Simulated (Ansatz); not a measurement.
A plane-wave run on LaOs$_{2}$

The input, for Ansatz 0.2.0 (plane waves, PAW):

```yaml
crystal:
  lattice:
    - [0.0, 3.933787, 3.933787]
    - [3.933787, 0.0, 3.933787]
    - [3.933787, 3.933787, 0.0]
  atoms:
    - { symbol: La, position: [0.0, 0.0, 0.0] }
    - { symbol: La, position: [0.25, 0.25, 0.25] }
    - { symbol: Os, position: [0.625, 0.625, 0.625] }
    - { symbol: Os, position: [0.125, 0.625, 0.625] }
    - { symbol: Os, position: [0.625, 0.625, 0.125] }
    - { symbol: Os, position: [0.625, 0.125, 0.625] }
  symmetry: { tolerance: 0.0003 }
kpoints:
  mp_grid: { grid: [6, 6, 6], shift: [0, 0, 0] }
  band_path:
    path:
      - [0.0, 0.0, 0.0]
      - [0.5, 0.0, 0.5]
      - [0.625, 0.25, 0.625]
      - [0.375, 0.375, 0.75]
      - [0.0, 0.0, 0.0]
      - [0.5, 0.5, 0.5]
      - [0.5, 0.25, 0.75]
      - [0.5, 0.0, 0.5]
    npoints: 10
magnetization:
  spin_polarized: false
scf:
  occupations: { method: methfessel_paxton, width: 0.1234 }
  lower_state_search: "off"
  max_iter: 200
hamiltonian:
  pseudopotentials: { kind: paw }
  xc: r2scan
basis:
  ecutwfc: 500
  fft_grid_basis: typed
output:
  forces: true
  stress: true
  eigenvalues: true
  bader: true
  populations: true
  elf: true
  write_potential: true
  volumetric_format: npy
  dos:
    e_range: [-12, 8]
    de: 0.05
    projected: { site_lists: { La: [La], Os: [Os] } }
checkpoint:
  read: saved_state
```

Launched with:

```sh
ansatz run input.yaml --threads 1 --pin off --max-ram 2560MiB --backend cpu --events-out ev --progress --plain --runs-dir out
```

The run starts from an earlier solution of this cell. 

Excerpt of what it printed:

```
SCF iter   1: F=—  Δρ=5.54e-3  dr2=2.26e-2  dr2_τ=1.03e-2
SCF iter   2: F=—  S|Δr|=    0.00e0  Δρ=2.69e-3  dr2=4.18e-3  dr2_τ=9.23e-4
SCF iter   3: F=—  S|Δr|=    0.00e0  Δρ=1.08e-3  dr2=8.65e-4  dr2_τ=1.02e-4
SCF iter   4: F=—  S|Δr|=    0.00e0  Δρ=1.61e-4  dr2=4.11e-5  dr2_τ=2.28e-6
SCF iter   5: F=—  S|Δr|=    0.00e0  Δρ=3.19e-5  dr2=9.29e-7  dr2_τ=6.84e-8
SCF iter   6: F=-58119.8282 eV  S|Δr|=    0.00e0  Δρ=9.56e-6  dr2=8.83e-8  dr2_τ=7.97e-9
Free energy (F): -58119.8282 eV
Harris-Foulkes:  -58119.8282 eV  (|F-HF|=7.12e-8)
Internal energy: -58119.8264 eV  (E = F + TS)
E sigma→0 (E₀):  -58119.8277 eV
Entropy (-TS):   -0.0018 eV (-0.304 meV/atom)
Fermi energy:    17.9772 eV
--- Per-component energies (eV) ---
  E_band       = -691.9445
  E_kinetic    = 2631.8862
  E_local      = -5676.4145  (includes V_loc(G=0)·N_el)
  E_nonlocal   = 184.0081
  E_hartree    = 2321.1288
  E_xc         = -1272.1892
  E_vxc        = -1572.2628  (∫ρ·V_xc dr)
  E_paw        = -47030.9429  (= ΣΔE_a)
  E_vpaw       = -991.6215  (= ΣTr[D̂ρ^β])
  E_aug_tail   = -0.0005  (compensation charges beyond the density's cutoff)
  E_vtau       = 90.1921  (kinetic-family band-sum trace: ∫τ·v_τ [+ j·A + Jᵃ·Aᵃ] dr)
  E_ewald      = -9275.8993
  E_core_change = -1.4030  (= ΣΔE_core)
  E_smearing   = -0.0018  (= −TS)
--- Stress (GPa, compression-positive) ---
       -9.4152       0.0000       0.0000
        0.0000      -9.4152       0.0000
        0.0000       0.0000      -9.4152
  P = ⅓ Tr σ = -9.4152 GPa (-94.152 kbar)
--- Bader charges: 6 sites ---
  site symbol  charge [e]  shift [e]
     0     La      1.4505     0.0000
     1     La      1.4505     0.0000
     2     Os     -0.7253     0.0000
     3     Os     -0.7253     0.0000
     4     Os     -0.7253     0.0000
     5     Os     -0.7253     0.0000
```

Total energies depend on the potentials used, so only differences within one code and one set of settings carry meaning.

Origin: a database entry at a rescaled volume. Caveats: many states at the Fermi level without spin polarisation, so a magnetic state may lie lower; f levels without a U or exact exchange are poorly placed.

Cost: 53 s on 1 thread of Intel(R) Xeon(R) Platinum 8375C CPU @ 2.90GHz (Ice Lake), with other jobs on the host, peak memory 0.9 GiB (start from a saved density).
